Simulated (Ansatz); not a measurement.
Consider the following.

FeCo:
```
FeCo
1.0
    0.00000     2.79467     2.79467
    2.79467     0.00000     2.79467
    2.79467     2.79467     0.00000
Fe Co
2 2
Direct
  0.25000   0.25000   0.25000
  0.00000   0.00000   0.00000
  0.50000   0.50000   0.50000
  0.75000   0.75000   0.75000
```
The run is spin-polarised; directions of the spins, atom by atom: ↑ ↑ ↑ ↑.

This is the PBEsol-relaxed structure.

Task: All from DFT-PBEsol in the program Ansatz with PAW potentials, unless another level is named. Predict the formation energy from the elements (no fitted shifts).

Result: 0.028 eV/atom.

Task: Next, the density of states at the Fermi level?

Result: 1.1 states/eV per atom (mean over ±0.08 eV).

Space group Fd-3m. A made-up cell: these elements were put on the sites of a structure type; neither database checked (COD, Materials Project) lists it. It is not the phase usual at ambient conditions (space group No. 221). Symmetry was held in the PBEsol relaxation; whether a distortion lowers the energy is not shown. Magnetic state: ferromagnetic, chosen from 5 collinear starts compared on coarse meshes (ties went to the first, and starts can fall back to one state), not a proven ground state. The references are the lowest solids computed at this level, not always the standard phases.

Potentials: the earlier of the program's two PAW sets. The files were generated under PBE; for other functionals the program regenerates the frozen cores, and for LDA and PBEsol the local potential too.
